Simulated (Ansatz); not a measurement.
# NaLi5: rattling a relaxed structure

It was reached by relaxing an invented guess, and it needn't be the stable form of this composition.

The calculation used DFT PBE, scalar-relativistic, plane waves, PAW in Ansatz 0.2.0. Plane waves to 420 eV, a k mesh through Γ of 6×6×8 on the computed 6-atom cell and Gaussian smearing (0.10 eV); no spin polarisation.

The cell below (6 atoms, space group P6/mmm (No. 191)) is relaxed within its symmetry.

```yaml
crystal:
  lattice:
    - [5.92177, 0.00000, 0.00000]
    - [-2.96089, 5.12841, 0.00000]
    - [0.00000, 0.00000, 4.93766]
  atoms:
    - { symbol: Na, position: [0.00000, 0.00000, 0.00000] }
    - { symbol: Li, position: [0.33333, 0.66667, 0.00000] }
    - { symbol: Li, position: [0.66667, 0.33333, 0.00000] }
    - { symbol: Li, position: [0.50000, 0.00000, 0.50000] }
    - { symbol: Li, position: [0.50000, 0.50000, 0.50000] }
    - { symbol: Li, position: [0.00000, 0.50000, 0.50000] }
```

For the test a repeat of it with 12 atoms (edges 4.94, 5.92, 10.26 Å) was strained at random (σ = 1.5 % a component), the atoms were moved at random (σ = 0.15 Å), and all was relaxed again on a coarse 4×4×2 mesh (in the run’s order of axes) with 0.20 eV smearing, with no symmetry imposed.

Problem. Does it come back?

Solution. It doesn't return. The energy falls by 49 meV/atom on that mesh, the volume changes by -8.1 %, and the end has space group Amm2 (No. 38) at a loose tolerance. Relaxed again on an 8×8×8 mesh with 0.10 eV smearing, the new structure lies 41 meV/atom below the first (mesh in the axes of the run's cell; the cell below is made exact in the group named). Space group Cm (No. 8), monoclinic, a = 5.319 Å, b = 10.095 Å, c = 5.145 Å, β = 90.3°. Na has 12 Li at 3.16–3.36 Å; Li on a site of symmetry 1 has 9 Li at 3.06–3.42 Å and 3 Na at 3.16–3.34 Å; Li on a second site of symmetry 1 has 9 Li at 3.02–3.32 Å, 2 Na at 3.20–3.21 Å and 1 Li at 3.61 Å; Li on a site of symmetry m has 10 Li at 3.11–3.32 Å and 2 Na at 3.35–3.36 Å.

```
Na Li
1.0
     2.65964   -5.04765    0.00000
     2.65964    5.04765    0.00000
    -0.02580    0.00000    5.14487
Na Li
1 5
Direct
  0.02860 0.02860 0.00027
  0.69690 0.35825 0.00020
  0.35825 0.69690 0.00020
  0.96798 0.32596 0.50021
  0.32596 0.96798 0.50021
  0.62390 0.62390 0.50017
```
